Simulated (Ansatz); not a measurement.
ZnSe (zinc blende)

```cif
data_SeZn
_chemical_formula_sum 'Se1 Zn1'
_space_group_name_H-M_alt 'P 1'
_space_group_IT_number 1
_cell_length_a 4.05385
_cell_length_b 4.05385
_cell_length_c 4.05385
_cell_angle_alpha 60.000
_cell_angle_beta 60.000
_cell_angle_gamma 60.000
loop_
_space_group_symop_operation_xyz
  'x, y, z'
loop_
_atom_site_label
_atom_site_type_symbol
_atom_site_fract_x
_atom_site_fract_y
_atom_site_fract_z
_atom_site_occupancy
Se1 Se 0.75000 0.75000 0.75000 1
Zn1 Zn 0.00000 0.00000 0.00000 1
```

E(V) scan at fixed shape, V₀ the volume above. Symmetry pins the atoms to their sites.

All values below come from PBE (plane waves to 420 eV, PAW, scalar-relativistic; Ansatz, a first-principles code). k mesh 10×10×10 (Γ-centred), Fermi-Dirac smearing 0.05 eV. The energy includes the smearing's −TS. ZnSe was relaxed with its symmetry unable to fall. The zero of ΔE is the relaxed starting cell.

| V (Å³/atom) | ΔE (meV/atom) |
|---|---|
| 22.140 | 16.8 |
| 22.423 | 10.5 |
| 22.706 | 5.8 |
| 22.988 | 2.5 |
| 23.271 | 0.6 |
| 23.554 | 0.0 |
| 23.836 | 0.6 |
| 24.119 | 2.3 |
| 24.402 | 5.1 |
| 24.684 | 8.8 |
| 24.967 | 13.5 |

What is the fitted pressure derivative B₀′?

4.6.

What bulk modulus B₀ follows from a third-order Birch-Murnaghan fit?

56.6 GPa.

(A scan under strain: stresses follow from slopes of the energy per volume, elastic moduli from its curvatures.)
